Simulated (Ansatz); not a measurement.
TiSi:
```
CELL_PARAMETERS angstrom
      1.78823    -2.04599     0.00000
      1.78823     2.04599     0.00000
      0.00000     0.00000     3.76225
ATOMIC_POSITIONS crystal
  Ti 0.50000 0.50000 0.00000
  Si 0.00000 0.00000 0.50000
```

Relaxed with LDA. Special points in fractions of this cell's reciprocal vectors: Γ (0.000, 0.000, 0.000); Y (-0.500, 0.500, 0.000); C0 (-0.441, 0.559, 0.000); Σ0 (0.441, 0.441, 0.000); Z (0.000, 0.000, 0.500); A0 (0.441, 0.441, 0.500); E0 (-0.441, 0.559, 0.500); T (-0.500, 0.500, 0.500); S (0.000, 0.500, 0.000); R (0.000, 0.500, 0.500).

Question: List the band energies nearest the Fermi level at these points for plane-wave PAW LDA (Ansatz code).

Answer: In eV from the Fermi level; about four levels below and three above (degenerate sets whole), none deeper than 8.9 eV; points with the same levels are listed once.

```csv
k,below,above
Γ,-2.62 -1.77 -1.30,1.80 2.42 3.18
Y,-1.65 -1.38 -1.04 -0.48,3.04 3.32 4.60
C0,-2.84 -0.94 -0.82 -0.35,3.46 3.87 4.29
Z,-6.65 -0.99,0.45 0.76 1.73
A0,-4.90 -4.70 -3.95 -1.90,2.19 2.48 2.49
T,-5.04 -4.07 -3.64 -2.81,2.24 2.58 2.99
S,-7.69 -6.59 -3.12 -0.89,1.67 2.51 4.59
R,-8.15 -5.01 -2.54 -1.77,1.37 1.83 2.02
```

Space group Cmmm. The first step of the workflow began from a Materials Project structure, measured or hypothetical; the Crystallography Open Database copy checked does not list it. COD files the formula under space group No. 25, so this cell is another polymorph or a model. Its standing as an ambient phase is unchecked. The cell was relaxed with LDA under the symmetry of its start; of distortions, only those at the zone centre were tested. No spin polarisation was allowed.

Potentials: the later of the program's two PAW sets.
